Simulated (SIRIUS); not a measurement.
Set-up for a self-consistent single point of Ge₃PbSe₄ (Pm, 8 atoms in the cell; from Materials Project mp-1224389, changed as shown).

```xyz
8
Lattice="4.5955 0.0000 0.0000 0.0000 3.9962 0.0000 -0.0095 0.0000 11.4821" Properties=species:S:1:pos:R:3 pbc="T T T"
Ge     0.5744     0.0000    10.0377
Ge     2.8713     1.9981     7.2464
Ge     4.0346     1.9981     1.4353
Pb     1.8727     0.0000     4.4493
Se     2.4892     0.0000     1.5822
Se     4.5411     0.0000     7.4886
Se     2.2580     1.9981     9.7208
Se     4.4484     1.9981     3.9671
```

Level of theory: PBEsol, GBRV PBEsol ultrasoft pseudopotentials (plane waves; SIRIUS).

SIRIUS settings:

```
setting                                                                  value
--------------------------------------  --------------------------------------
parameters.ngridk                                                        3 3 1
parameters.xc_functionals                 [XC_GGA_X_PBE_SOL, XC_GGA_C_PBE_SOL]
parameters.gk_cutoff                                              6.325 1/bohr
parameters.pw_cutoff                                             14.143 1/bohr
parameters.smearing                                                   gaussian
parameters.smearing_width                                       0.000367493 Ha
potentials                              GBRV PBEsol ultrasoft pseudopotentials
parameters.electronic_structure_method                         pseudopotential
parameters.num_bands                                                        48
parameters.num_mag_dims                                                      0
parameters.num_dft_iter                                                    100
parameters.energy_tol                                                 1e-07 Ha
parameters.density_tol                                                   1e-06
mixer.type                                                            anderson
mixer.beta                                                                 0.5
mixer.use_hartree                                                        false
```

Results:

* **Number of valence electrons**: 80
* **Number of bands**: 48
* **Number of k-points after the program's reduction**: 4
* **Number of plane waves (most at a k-point)**: 6086
* **Number of SCF iterations**: 35
* **FFT grid**: 45 × 36 × 100
* **Free energy E − TS**: -13289.9741 eV
* **Pressure**: -1.85 GPa
* **Largest force (vector length)**: 0.481 eV/Å

Forces (eV/Å):
```json
[
 {"atom": "Ge1", "Fx": "0.225", "Fy": "0.000", "Fz": "-0.240"},
 {"atom": "Ge2", "Fx": "0.241", "Fy": "0.000", "Fz": "0.322"},
 {"atom": "Ge3", "Fx": "0.450", "Fy": "0.000", "Fz": "0.171"},
 {"atom": "Pb4", "Fx": "-0.099", "Fy": "0.000", "Fz": "-0.227"},
 {"atom": "Se5", "Fx": "-0.405", "Fy": "0.000", "Fz": "-0.166"},
 {"atom": "Se6", "Fx": "-0.272", "Fy": "0.000", "Fz": "0.036"},
 {"atom": "Se7", "Fx": "-0.253", "Fy": "0.000", "Fz": "-0.020"},
 {"atom": "Se8", "Fx": "0.114", "Fy": "0.000", "Fz": "0.124"}
]
```

Stress (GPa, positive for compression):
```
-2.83   0.00   0.10
 0.00  -0.94   0.00
 0.10   0.00  -1.77
```

For comparison: a first run was changed to give this one (atom 5 moved by +0.15 angstrom along x), and from it to this one the free energy is nearly the same (within 1 meV/atom), the pressure goes from -2.34 to -1.85 GPa and the largest force goes from 0.416 to 0.481 eV/Å.

Spin-orbit coupling is left out, which matters for bands and gaps with elements this heavy. The structure comes from a collection of computed structures, made at another level of theory; the collection holds predicted forms beside known ones.

Cost on one core: very roughly 110 core-seconds.
